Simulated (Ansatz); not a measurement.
A plane-wave DFT run in Ansatz 0.2.0 (scalar-relativistic PAW potentials unless the input names others): input and command.

```yaml
crystal:
  lattice:
    - [-1.6776658076, 1.6776658076, 2.3754855098]
    - [1.6776658076, -1.6776658076, 2.3754855098]
    - [1.6776658076, 1.6776658076, -2.3754855098]
  atoms:
    - { symbol: Sc, position: [0.0, 0.0, 0.0] }
    - { symbol: H, position: [0.75, 0.25, 0.5] }
    - { symbol: H, position: [0.25, 0.75, 0.5] }
    - { symbol: H, position: [0.5, 0.5, 0.0] }
basis:
  ecutwfc: 500
  xc_grid: 1
kpoints:
  mp_grid: { grid: [22, 22, 22] }
hamiltonian:
  xc: r2scan
scf:
  occupations: { method: gaussian, width: 0.15 }
  lower_state_search: "off"
  n_extra_bands: 8
output:
  forces: true
  eigenvalues: true
  stress: true
```

```bash
ansatz run input.yaml --threads 1 --pin off --max-ram 2560MiB --backend cpu --events-out ev --progress --plain --runs-dir out
```

Abridged log:
```
Basis set: ecut = 500 eV, 645 PW (Γ)
Bands: 15, of which v1, the nominal top of the filled ones, is band 7 counted from 1 (6 counted from 0)
Symmetry: 16 space group operations
k-points: 834 of 10648
SCF iter   1: F=-2190.367051 eV  HF=-2190.352146 eV  |F-HF|=1.49e-2  |Δ(HF+E_count)|=         —  Δρ=1.66e-2  dr2=7.35e-2  dr2_τ=1.53e-2  ethr=1.77e-3  ⟨swp⟩=4.6  Hψ=60279  notcnv=0
SCF iter   2: F=-2190.393420 eV  HF=-2190.409420 eV  |F-HF|=1.60e-2  |Δ(HF+E_count)|=   5.73e-2  Δρ=9.40e-3  dr2=2.54e-2  dr2_τ=3.51e-4  ethr=5.25e-4  ⟨swp⟩=2.0  Hψ=26266  notcnv=0  defer=1628
SCF iter   3: F=-2190.400817 eV  HF=-2190.404930 eV  |F-HF|=4.11e-3  |Δ(HF+E_count)|=   4.49e-3  Δρ=4.96e-3  dr2=6.78e-3  dr2_τ=2.36e-4  ethr=1.82e-4  ⟨swp⟩=2.4  Hψ=19841  notcnv=0  defer=1628
SCF iter   4: F=-2190.403615 eV  HF=-2190.403733 eV  |F-HF|=1.18e-4  |Δ(HF+E_count)|=   1.20e-3  Δρ=1.06e-3  dr2=2.30e-4  dr2_τ=7.96e-6  ethr=4.84e-5  ⟨swp⟩=1.4  Hψ=11485  notcnv=0  defer=1628
SCF iter   5: F=-2190.403687 eV  HF=-2190.403690 eV  |F-HF|=3.20e-6  |Δ(HF+E_count)|=   4.27e-5  Δρ=2.26e-4  dr2=8.70e-6  dr2_τ=7.90e-7  ethr=1.64e-6  ⟨swp⟩=1.5  Hψ=12219  notcnv=0  defer=1628
SCF iter   6: F=-2190.403691 eV  HF=-2190.403691 eV  |F-HF|=2.77e-7  |Δ(HF+E_count)|=   6.64e-7  Δρ=5.49e-5  dr2=7.32e-7  dr2_τ=2.41e-8  ethr=6.22e-8  ⟨swp⟩=2.6  Hψ=17186  notcnv=0  defer=1628
SCF iter   7: F=-2190.403691 eV  HF=-2190.403691 eV  |F-HF|=3.52e-8  |Δ(HF+E_count)|=   1.81e-8  Δρ=4.13e-6  dr2=2.07e-9  dr2_τ=1.16e-9  ethr=7.14e-10  ⟨swp⟩=8.0  Hψ=54223  notcnv=0
SCF 1 converged in 7 iterations: F = -2190.403691 eV  dr2 = 2.07e-9
SCF converged after 7 iterations
Free energy (F): -2190.403691 eV
Harris-Foulkes:  -2190.403691 eV  (|F-HF|=3.52e-8)
Internal energy: -2190.396110 eV  (E = F + TS)
E sigma→0 (E₀):  -2190.399900 eV
Entropy (-TS):   -0.007581 eV (-1.895 meV/atom)
Fermi energy:    11.135245 eV
--- Forces (eV/Å), atoms counted from 1 ---
  atom   1  Sc     0.00000000     0.00000000     0.00000000
  atom   2  H      0.00000000     0.00000000     0.00000000
  atom   3  H      0.00000000     0.00000000     0.00000000
  atom   4  H      0.00000000     0.00000000     0.00000000
--- Stress (GPa, compression-positive) ---
       -0.027392       0.000000       0.000000
        0.000000      -0.027392       0.000000
        0.000000       0.000000      -0.058807
  P = ⅓ Tr σ = -0.0379 GPa (-0.379 kbar)
```

Apart from outputs, the input differs from a reference run on usual settings in basis.xc_grid: not typed → 1; scf.lower_state_search: not typed → "off"; scf.n_extra_bands: not typed → 8. The reference, at the same geometry, gave pressure 0.01 GPa, largest force 0.000 eV/Å, no gap on the mesh. This run converged in 7 SCF iterations (reference: 7) with an energy at zero smearing 0.24 meV/atom below the reference's, pressure -0.04 GPa, largest force 0.000 eV/Å, no gap on the mesh.

It took 32 s on 1 thread of Intel(R) Xeon(R) Platinum 8259CL CPU @ 2.50GHz (Skylake/Cascade Lake), with other jobs on the host, peak memory 0.69 GiB.